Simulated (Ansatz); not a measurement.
GaN:
Space group I4mm (No. 107); a = b = 2.8530 Å, c = 4.9391 Å, α = β = γ = 90.00°

```csv
atom,site,symmetry,x,y,z
Ga,2a,4mm,0.0000,0.0000,0.7562
N,2a,4mm,0.0000,0.0000,0.3588
```
(The calculation used a cell of 2 atoms; values per cell refer to that cell.)

Relaxed with r²SCAN. DFT-r²SCAN in the program Ansatz with PAW potentials gives a gap of 0.75 eV.

### Question
What gap does HSE06 give on the same cell (Ansatz, PAW)?

### Answer
1.45 eV, 0.70 eV more. The hybrid was solved on a coarser mesh and at special points; its gap is the smallest among all of these.

```csv
k,v1 r²SCAN,c1 r²SCAN,v1 HSE06,c1 HSE06
Γ,-0.63,1.86,___,___
M,-2.39,2.72,-2.50,3.46
X,-2.74,0.75,-2.87,1.45
P,-3.43,2.80,-3.55,3.57
N,-0.11,4.40,___,___
S0,-1.01,6.44,___,___
R,-3.80,4.03,___,___
```

### Question
Top valence (v1) and lowest conduction level (c1) in eV from each method's valence maximum (which need not be a listed point): supply the withheld HSE06 values.

### Answer

- S0, v1 HSE06: -1.06
- S0, c1 HSE06: 7.25
- R, v1 HSE06: -4.04
- R, c1 HSE06: 4.84
- Γ, v1 HSE06: -0.64
- Γ, c1 HSE06: 2.59
- N, v1 HSE06: -0.12
- N, c1 HSE06: 5.04

Cost on shared cores: the r²SCAN run (SCF on a 13×13×13 mesh, then bands and DOS) very roughly 50 core-seconds, the HSE06 run (SCF on 10×10×10, then a few points) very roughly 4 core-minutes; the tasks are unlike.

The workflow started from a Materials Project entry (that database holds measured and hypothetical structures alike); the Crystallography Open Database copy checked does not list it. It is not the phase usual at ambient conditions (space group No. 186, 216). The cell was relaxed with r²SCAN under the symmetry of its start; of distortions, only those at the zone centre were tested. Spin–orbit coupling is left out wherever it is not named.

Potentials: the earlier of the program's two PAW sets.
